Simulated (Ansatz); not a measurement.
**Computed properties of Cd$_{2}$TeSe**

Cd₂TeSe:
```
CELL_PARAMETERS angstrom
      4.44328     0.00000     0.00000
     -2.22164     3.84799     0.00000
      0.00000     0.00000     7.27154
ATOMIC_POSITIONS crystal
  Cd 0.66667 0.33333 0.48358
  Cd 0.00000 0.00000 0.01495
  Te 0.00000 0.00000 0.62801
  Se 0.66667 0.33333 0.12147
```

Space group P3m1 (No. 156); conventional cell a = b = 4.443 Å, c = 7.272 Å, α = β = 90.00°, γ = 120.00°.

Method: PBEsol in the plane-wave PAW code Ansatz. The cell and atoms are relaxed at this level. Other levels are named where they apply.

Cell and energy:

* **Volume per atom**: 31.08 Å³
* **Density**: 5.76 g/cm³
* **Formation energy from the elements (no fitted shifts)**: -0.46 eV/atom

Electronic structure:

* **Band gap**: 0.16 eV (direct)
* **Valence-band maximum**: at Γ
* **Conduction-band minimum**: at Γ
* **Electron effective mass**: 0.030, 0.030, 0.048 mₑ (principal values)
* **Hole effective mass, band 1 of 2 at the edge**: 1.0 along x, 1.9 along z (mₑ)
* **Hole effective mass, band 2 of 2 at the edge**: 0.029 along x, 1.9 along z (mₑ)
* **HSE06 gap on the PBEsol cell**: 1.11 eV
* **Gap with spin–orbit coupling**: none (metallic)

Mechanics:

- Bulk modulus (Birch–Murnaghan fit) = 45.4 GPa
- Pressure derivative B′ = 4.7
- Elastic constants (relaxed ions, GPa) = C11 = 65.2, C12 = 37.9, C13 = 32.0, C14 = 1.0, C33 = 75.3, C44 = 11.8
- Mechanical stability = stable (all eigenvalues of C positive)
- Hill bulk and shear moduli = 45.5 and 14.0 GPa
- Young's modulus = 38.1 GPa
- Poisson's ratio = 0.36
- Debye temperature from the elastic constants = 166 K

Phonons:

- Highest zone-centre frequency (without LO–TO term) = 5.23 THz
- Zone-centre stability = no imaginary mode at Γ

The first step of the workflow began from a Materials Project structure, measured or hypothetical; the Crystallography Open Database copy checked does not list it. Its standing as an ambient phase is unchecked. The PBEsol relaxation kept the symmetry of its start. The references are the lowest solids computed at this level, not always the standard phases. Scalar-relativistic: spin–orbit coupling is off unless named, which matters more the heavier the elements.

Potentials: the later of the program's two PAW sets.
